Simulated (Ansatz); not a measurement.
**What DFT gives for Cs$_{2}$GaAs$_{2}$**

```xyz
10
Lattice="0.0000 0.0000 6.3732 7.1599 -3.7579 3.1866 7.1599 3.7579 -3.1866" Properties=species:S:1:pos:R:3 pbc="T T T"
Cs    5.0535    2.5223    0.0000
Cs    9.2664   -2.5223    6.3732
Cs    5.0535   -2.5223    3.1866
Cs    9.2664    2.5223    3.1866
Ga    7.1599    0.0000    1.5933
Ga    7.1599    0.0000    4.7799
As    8.4630   -1.1589    3.1866
As    5.8568    1.1589    3.1866
As    8.4630    1.1589    0.0000
As    5.8568   -1.1589    6.3732
```

The numbers come from plane-wave PAW DFT (Ansatz): PBE, no spin polarisation, 420 eV, 5×5×5 Γ-centred k points, cold occupations (width 0.2611 eV). Nothing was relaxed.

(1) What happens at the Fermi level?

(2) Which atom feels the largest force, and which way?

(3) What do density and ELF say about some of the short contacts?

(4) Give the Bader charges.

(5) What does the stress say?

Origin: a known structure type with other elements, at an estimated volume, so it need not be a known compound. Caveats: many states at the Fermi level without spin polarisation, so a magnetic state may lie lower; atoms or cell far from equilibrium; wide smearing.

Answers

(1) It is a metal, with about 9.2 states/eV a cell as the mean within 0.25 eV of the Fermi level, mostly As p (90 %).

(2) The largest is on As9 (and as large on other atoms): 1.85 eV/Å, components (1.33, 1.28, 0.00). It makes 138° with the line to a nearest neighbour, Ga5 at 2.36 Å, pointing away from it.

(3) Ga–As at 2.36 Å: least valence density 0.53 e/Å³ and ELF 0.52 there. Cs–As at 3.56 Å: least valence density 0.09 e/Å³ and ELF 0.08 there. Cs–Ga at 3.65 Å: least valence density 0.06 e/Å³ and ELF 0.05 there. These are pseudo-fields; inside the PAW spheres they differ from the all-electron ones.

(4) Bader charges in e: Cs +0.69, Ga +0.54, As -0.96. In the mean Cs gives up most and As takes most.

(5) The pressure is 5.0 GPa (compression positive), so with the atoms held at these fractions the cell would first expand; the forces are large, so a full relaxation may end otherwise. The principal stresses 3.9, 4.4, 6.7 GPa differ, so its shape would change too.
